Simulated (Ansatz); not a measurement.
Data:

CaAlO2F in space group P4/mmm (No. 123; Ca on 1d, Al on 1a, O on 2f, F on 1b), a = b = 3.7267 Å, c = 3.6766 Å, α = β = γ = 90.00°.

This is the PBEsol-relaxed structure.

### Question
All from PBEsol in the plane-wave PAW code Ansatz, unless another level is named. Predict the Young's modulus.

### Answer
268 GPa.

### Question
Give the highest zone-centre frequency (without LO–TO term).

### Answer
708 cm⁻¹.

The start of the workflow was typed in or built on a structure type; neither database checked (COD, Materials Project) lists it. Its standing as an ambient phase is unchecked. The cell was relaxed with PBEsol under the symmetry of its start. At this level the phase is dynamically unstable (imaginary phonons).

Potentials: the earlier of the program's two PAW sets. The files were generated under PBE; for other functionals the program regenerates the frozen cores, and for LDA and PBEsol the local potential too.
